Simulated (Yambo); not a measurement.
Optical response of WS2 monolayer at +3 % biaxial strain

```xyz
3
Lattice="3.2400 0.0000 0.0000 -1.6200 2.8059 0.0000 0.0000 0.0000 16.1000" Properties=species:S:1:pos:R:3 pbc="T T T"
S      0.0000     0.0000    -1.5336
S      0.0000     0.0000     1.5336
W      1.6200     0.9353     0.0000
```

Yambo, RPA with local fields on PBEsol bands; 24×24×1 mesh, 38 bands, 2 Ry local-field block, 0.2 eV broadening; field along x.

```csv
E (eV),Im α (Å),Re α (Å),"Im α, independent particles"
0.0,0.00,6.43,0.00
0.4,0.10,6.51,0.11
0.8,0.23,6.80,0.25
1.1,0.50,7.39,0.55
1.5,1.56,8.35,1.73
1.9,2.76,7.77,3.03
2.2,3.41,8.21,3.82
2.6,6.31,9.49,7.45
3.0,9.40,6.32,9.82
3.4,9.32,2.08,8.64
3.8,6.85,1.32,6.39
4.1,5.74,0.70,5.72
4.5,5.90,0.99,6.15
4.9,5.58,0.11,5.91
5.2,5.09,-0.48,5.54
5.6,4.59,-0.92,5.18
6.0,3.81,-1.01,4.20
6.4,3.54,-0.67,4.01
6.8,3.80,-0.79,4.14
7.1,3.56,-1.44,3.69
7.5,2.66,-1.83,2.76
7.9,2.07,-1.21,2.22
8.2,2.23,-1.15,2.40
8.6,1.86,-1.12,2.03
9.0,1.83,-1.01,2.02
9.4,1.73,-0.91,2.04
9.8,1.61,-0.89,1.94
10.1,1.62,-0.84,2.01
10.5,1.52,-0.84,2.02
10.9,1.51,-0.74,1.96
11.2,1.63,-0.78,1.97
11.6,1.48,-0.98,1.71
12.0,1.41,-0.97,1.70
12.4,1.32,-1.04,1.63
12.8,1.14,-1.02,1.38
13.1,1.13,-0.96,1.33
13.5,1.03,-1.06,1.14
13.9,0.84,-0.95,1.00
14.2,0.88,-0.89,1.01
14.6,0.84,-0.90,0.90
15.0,0.79,-0.94,0.76
15.4,0.66,-0.92,0.67
15.8,0.65,-0.86,0.69
16.1,0.58,-0.87,0.55
16.5,0.49,-0.83,0.46
16.9,0.43,-0.76,0.43
17.2,0.41,-0.68,0.38
17.6,0.44,-0.60,0.36
18.0,0.51,-0.59,0.30
18.4,0.52,-0.67,0.24
```

α is the in-plane polarisability per area of the layer, a length; absorbance is 4πω Im α/c. Structure narrower than a few tenths of an eV can come from the finite k mesh. Convergence of the RPA response with its 24×24×1 mesh was not tested. No excitonic effects at this level.

Without spin-orbit coupling, band edges of such heavy elements can be off by tenths of an eV.

Geometry strained from the cell relaxed with PBEsol, atoms relaxed again.
